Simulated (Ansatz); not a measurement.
Space group Cmcm (No. 63). a = 4.033 Å, b = 10.465 Å, c = 5.762 Å, α = 90.00°, β = 90.00°, γ = 90.00°
```csv
atom,site,symmetry,x,y,z
Y,4c,m2m,0.0000,0.3099,0.2500
Al,4a,2/m..,0.0000,0.0000,0.0000
Ge,4c,m2m,0.5000,0.1047,0.2500
```

Equation of state of this YAlGe structure (not necessarily the ground state), with shape and atoms relaxed at each volume where symmetry leaves them free. It has no gap at any of these volumes. Level of theory: DFT r2SCAN, scalar-relativistic, plane waves, PAW in Ansatz.

Settings: cutoff 500 eV, Γ-centred mesh 10×10×6 on the computed 6-atom cell, Gaussian smearing of 0.10 eV; no spin polarisation.

```json
{"V (Å³/atom)": "18.442", "E − E(largest V) (meV/atom)": "35.08", "P (GPa)": "10.11"}
{"V (Å³/atom)": "19.050", "E − E(largest V) (meV/atom)": "4.33", "P (GPa)": "6.20"}
{"V (Å³/atom)": "19.657", "E − E(largest V) (meV/atom)": "-12.69", "P (GPa)": "2.86"}
{"V (Å³/atom)": "20.265", "E − E(largest V) (meV/atom)": "-17.98", "P (GPa)": "0.01"}
{"V (Å³/atom)": "20.873", "E − E(largest V) (meV/atom)": "-13.25", "P (GPa)": "-2.42"}
{"V (Å³/atom)": "21.481", "E − E(largest V) (meV/atom)": "0.00", "P (GPa)": "-4.49"}
```

Q: Fit a third-order Birch–Murnaghan equation to E(V).

A: V0 = 20.27 Å³/atom, B0 = 88 GPa, B0' = 4.3.